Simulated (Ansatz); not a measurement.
Relaxation of a relaxed In cell, doubled along one cell vector, shaken by Gaussian noise of σ = 0.08 Å a coordinate; 4 atoms in the cell, which starts as P1 (No. 1), aP4; a = 3.084 Å, b = 5.009 Å, c = 8.677 Å, α = β = γ = 90.00°. Level of theory: r2SCAN (plane waves to 500 eV, PAW, scalar-relativistic; Ansatz, a quantum-chemistry and plane-wave program). Γ-centred k-mesh 8×4×11 on the run's cell (coarser than for final values), Fermi–Dirac smearing 0.05 eV. This is the first round of the run. 

The optimiser's lines from the output (shortened; P is positive under compression):

```
relax step   1: F+E_penalty+E_count = -22446.88474359 eV  Δ(F+E_penalty+E_count) = +0.000e0 eV  max|allowed force component| = 7.087e-1 eV/Å  Δτ_max = 0.0000 Å  P = +0.444 GPa  Ω = 134.054 Å³  (8 SCF iters, dr2 threshold 1.00e-7 eV, accepted)
relax step   2: F+E_penalty+E_count = -22446.97125512 eV  Δ(F+E_penalty+E_count) = -8.651e-2 eV  max|allowed force component| = 3.060e-1 eV/Å  Δτ_max = 0.1947 Å  P = +0.075 GPa  Ω = 134.324 Å³  (8 SCF iters, dr2 threshold 4.00e-7 eV, accepted)
relax step   3: F+E_penalty+E_count = -22447.00770844 eV  Δ(F+E_penalty+E_count) = -3.645e-2 eV  max|allowed force component| = 9.634e-2 eV/Å  Δτ_max = 0.1275 Å  P = -0.015 GPa  Ω = 133.872 Å³  (10 SCF iters, dr2 threshold 4.00e-7 eV, accepted)
relax step   4: F+E_penalty+E_count = -22447.09002672 eV  Δ(F+E_penalty+E_count) = -8.232e-2 eV  max|allowed force component| = 2.006e-1 eV/Å  Δτ_max = 0.1952 Å  P = -0.280 GPa  Ω = 133.038 Å³  (10 SCF iters, dr2 threshold 4.00e-7 eV, accepted)
relax step   5: F+E_penalty+E_count = -22447.21631354 eV  Δ(F+E_penalty+E_count) = -1.263e-1 eV  max|allowed force component| = 2.386e-1 eV/Å  Δτ_max = 0.1952 Å  P = -0.705 GPa  Ω = 131.846 Å³  (10 SCF iters, dr2 threshold 4.00e-7 eV, accepted)
relax step   6: F+E_penalty+E_count = -22447.32769257 eV  Δ(F+E_penalty+E_count) = -1.114e-1 eV  max|allowed force component| = 3.504e-1 eV/Å  Δτ_max = 0.1952 Å  P = -0.995 GPa  Ω = 130.449 Å³  (9 SCF iters, dr2 threshold 4.00e-7 eV, accepted)
relax step   7: F+E_penalty+E_count = -22447.46757143 eV  Δ(F+E_penalty+E_count) = -1.399e-1 eV  max|allowed force component| = 2.144e-1 eV/Å  Δτ_max = 0.2000 Å  P = -1.258 GPa  Ω = 127.627 Å³  (8 SCF iters, dr2 threshold 4.00e-7 eV, accepted)
relax step   8: F+E_penalty+E_count = -22447.37637336 eV  Δ(F+E_penalty+E_count) = +9.120e-2 eV  max|allowed force component| = 7.034e-1 eV/Å  Δτ_max = 0.1963 Å  P = -0.300 GPa  Ω = 124.447 Å³  (10 SCF iters, dr2 threshold 4.00e-7 eV, rejected (line search))
relax step   9: F+E_penalty+E_count = -22447.49936189 eV  Δ(F+E_penalty+E_count) = -3.179e-2 eV  max|allowed force component| = 8.367e-2 eV/Å  Δτ_max = 0.0981 Å  P = -0.549 GPa  Ω = 124.080 Å³  (12 SCF iters, accepted)
relax step  10: F+E_penalty+E_count = -22447.50527587 eV  Δ(F+E_penalty+E_count) = -5.914e-3 eV  max|allowed force component| = 9.796e-3 eV/Å  Δτ_max = 0.0415 Å  P = -0.038 GPa  Ω = 122.233 Å³  (7 SCF iters, dr2 threshold 4.00e-7 eV, accepted)
relax step  11: F+E_penalty+E_count = -22447.50546411 eV  Δ(F+E_penalty+E_count) = -1.882e-4 eV  max|allowed force component| = 8.012e-3 eV/Å  Δτ_max = 0.0430 Å  P = -0.015 GPa  Ω = 122.171 Å³  (9 SCF iters, dr2 threshold 3.03e-8 eV, accepted)
relax step  12: F+E_penalty+E_count = -22447.50555960 eV  Δ(F+E_penalty+E_count) = -9.549e-5 eV  max|allowed force component| = 9.710e-4 eV/Å  Δτ_max = 0.0117 Å  P = +0.001 GPa  Ω = 122.118 Å³  (9 SCF iters, dr2 threshold 4.50e-9 eV, accepted)
relax step  13: F+E_penalty+E_count = -22447.50537764 eV  Δ(F+E_penalty+E_count) = +1.820e-4 eV  max|allowed force component| = 9.524e-4 eV/Å  Δτ_max = 0.0000 Å  P = -0.002 GPa  Ω = 122.118 Å³  stress off target by 5.02e-3 GPa  SCF on the basis re-selected at this cell (its energy is not comparable with the rows above)  (6 SCF iters)
```

From the first to the last row the energy changes by -0.16 eV/atom and the volume by -8.9 %. The last row is marked as not comparable with the walk above it, whose basis was carried along; it does compare with step 1, since both stand on a basis selected at the nominal cutoff for their own cell.

Step 8 was rejected by the optimiser.

Later rounds, restarted from the end of this one on a renewed k-mesh, logged 13 more steps and released under 0.01 eV/atom more. The final structure after all rounds: Immm (No. 71), oI4; a = 3.142 Å, b = 4.579 Å, c = 8.502 Å, α = 90.00°, β = 90.00°, γ = 90.00°. Between re-selections the logged energies stand on a plane-wave basis carried along with the cell. No spin polarisation in the result.

The relaxed structure here is a generated cell of In: the first start was made by placing the elements on the sites of a structure type, and the end was not matched to a known phase here, so it may be hypothetical. Known forms of In include space group No. 139.
